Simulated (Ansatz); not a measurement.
**Al₂GaSb₃ (P3m1) at 2 levels of theory**

One geometry, relaxed with PBE; plane waves with PAW potentials in Ansatz, scalar-relativistic. No spin polarisation. Gaps are the least over mesh and band path; pressure is positive in compression.

```
CELL_PARAMETERS angstrom
4.38590 0.00000 0.00000
-2.19295 3.79830 0.00000
0.00000 0.00000 21.67245
ATOMIC_POSITIONS crystal
Al 0.00000 0.00000 0.16679
Al 0.66667 0.33333 0.99988
Al 0.66667 0.33333 0.33353
Al 0.66667 0.33333 0.66661
Ga 0.00000 0.00000 0.50043
Ga 0.00000 0.00000 0.83364
Sb 0.00000 0.00000 0.29155
Sb 0.00000 0.00000 0.62494
Sb 0.00000 0.00000 0.95815
Sb 0.66667 0.33333 0.12473
Sb 0.66667 0.33333 0.45839
Sb 0.66667 0.33333 0.79156
```

```json
{"level": "PBE", "cutoff (eV)": "420", "k mesh": "12×12×2", "gap (eV)": "0.26", "pressure (GPa)": "0.0"}
```

What comes out on the same cell with PBEsol?

| level | cutoff (eV) | k mesh | gap (eV) | pressure (GPa) |
| --- | --- | --- | --- | --- |
| PBEsol | 420 | 12×12×2 | 0.20 | -1.9 |

Spin-orbit coupling matters for the bands of heavy elements and is left out.

The cell was found from a structure generator's guess, not taken from experiment.
